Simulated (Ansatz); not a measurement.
One crystal and one scan (generalised stacking-fault energy along a line) at two levels, r2SCAN (plane waves to 500 eV, PAW, scalar-relativistic; Ansatz, a program for electronic structure) and PBE (plane waves to 420 eV, PAW, scalar-relativistic; Ansatz), each from its own relaxed cell and on its own mesh. The cell shown is that of r2SCAN.

LiH (rock salt) is sheared across one {110} plane: the third cell vector gains the shift, so faults repeat every 4.2 Å. The cut lies between planes 1.42 Å apart; the cell height is held.

```xyz
6
Lattice="2.8323 0.0000 0.0000 0.0000 4.0054 0.0000 1.4161 2.0027 4.2484" Properties=species:S:1:pos:R:3 pbc="T T T"
H      1.1801     1.6689     3.5403
H      1.1801     1.6689     0.7081
H      2.5962     3.6716     2.1242
Li     1.1801     3.6716     3.5403
Li     1.1801     3.6716     0.7081
Li     2.5962     1.6689     2.1242
```

In-plane vectors a = (2.832, 0.000) Å, b = (0.000, 4.005) Å, area 11.34 Å². The shift is s times the vector b (length 4.005 Å), so s = 1 restores the start. The shift is rigid: no atom relaxes. γ = [E(shift) − E(0)] / area.

E is the zero-smearing estimate. LiH was relaxed with its symmetry unable to fall. As the smearing reaches across the gap at some points, the k mesh leaves noise in γ, roughly 0.02 J/m² as judged from a few cases. Faults lie only 4.2 Å apart, and holding the cell height and the atoms raises γ above its relaxed value. Faults lie only 4.3 Å apart, and holding the cell height and the atoms raises γ above its relaxed value. Percentages come from the unrounded values. Both scans cover s from 0.000 to 0.917.

Results of r2SCAN:

- Lattice constant a (Å) = 4.005
- Band gap of the relaxed cell, no spin-orbit coupling (eV) = 3.63
- Highest computed γ on the line (J/m²) = 4.82
- Steepest slope dγ/d(shift) before the first maximum (spline) (GPa) = 39
- Position of the highest point = s = 0.500
- Local minima between the ends = no computed point is one

Problem. What does PBE give for the same quantities?

Solution. 
| quantity | PBE | r2SCAN − PBE |
|---|---|---|
| Lattice constant a (Å) | 4.007 | -0.002 |
| Band gap of the relaxed cell, no spin-orbit coupling (eV) | 2.98 | +0.65 (+22 %) |
| Highest computed γ on the line (J/m²) | 4.54 | +0.28 (+6.0 %) |
| Steepest slope dγ/d(shift) before the first maximum (spline) (GPa) | 37 | +2 (+5 %) |

r2SCAN gives the higher value for: band gap of the relaxed cell, no spin-orbit coupling; highest computed γ on the line. They agree on: lattice constant a (within 0.2 %). Both give the same position of the highest point: s = 0.500. Neither level is exact: the differences show how much the result hangs on the functional.

(The slope of γ gives the shear force per area between the displaced halves; near zero shift its curvature is an elastic stiffness.)
